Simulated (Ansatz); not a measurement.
Ir (fcc (Cu type), space group No. 225) under volume change, r²SCAN+D4 in the plane-wave PAW code Ansatz, scaled uniformly.

```tsv
V (Å³/atom)	E − E(relaxed) (meV/atom)	P (GPa)
12.834	166.7	46.22
13.257	69.5	27.98
13.680	16.3	12.73
14.103	0.0	0.00
14.526	14.4	-10.62
14.949	54.5	-19.46
15.372	115.9	-26.80
```

What does a third-order Birch–Murnaghan fit give for V₀, B₀ and B′?

V₀ = 14.10 Å³/atom, B₀ = 386 GPa, B′ = 5.0.

Space group Fm-3m (fcc (Cu type)). Symmetry was held in the r²SCAN+D4 relaxation. The run is not spin-polarised. The pairwise dispersion correction was not fitted to metals. Spin–orbit coupling is left out wherever it is not named.

Potentials: the later of the program's two PAW sets.
